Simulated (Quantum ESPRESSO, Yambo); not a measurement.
NiSi$_{3}$P$_{4}$ (space group I-42m, No. 121): one geometry, one set of PBEsol (pw.x of Quantum ESPRESSO, ONCV potentials, scalar-relativistic) orbitals, self-energies from Yambo (4×4×4 Γ-centred k mesh, bands 5 to 149 and a 6 Ry block in the screening, 149 bands in G with the Bruneval-Gonze terminator, plasmon pole fitted at 27.2 eV).

```tsv
level	gap Γ → Z (eV)	direct gap at Γ (eV)
PBEsol (Quantum ESPRESSO)	0.26	0.49
exchange only (Hartree-Fock self-energy on PBEsol orbitals)	6.36	4.50
static COHSEX@PBEsol	(withheld)	(withheld)
G0W0@PBEsol, plasmon pole	(withheld)	(withheld)
```

Question: Some entries are withheld; supply them.

Answer: 
- static COHSEX@PBEsol, gap Γ → Z (eV): 0.44
- static COHSEX@PBEsol, direct gap at Γ (eV): 0.94
- G0W0@PBEsol, plasmon pole, gap Γ → Z (eV): 0.50
- G0W0@PBEsol, plasmon pole, direct gap at Γ (eV): 0.76

Bare exchange has no screening and gives the widest gap. COHSEX doesn't lie clearly above G0W0 here; the order may hang on the settings. All rows use the PBEsol edge points; in the exchange only run other k points give a smaller gap, 4.50 eV.

Convergence of the G0W0 settings was not tested.

Geometry of the Materials Project entry, not relaxed at this level; primitive cell a = 6.3344 Å, b = 6.3344 Å, c = 6.3344 Å, α = 131.85°, β = 131.85°, γ = 70.47°.

The runs are not spin-polarised; magnetic order was not tried.
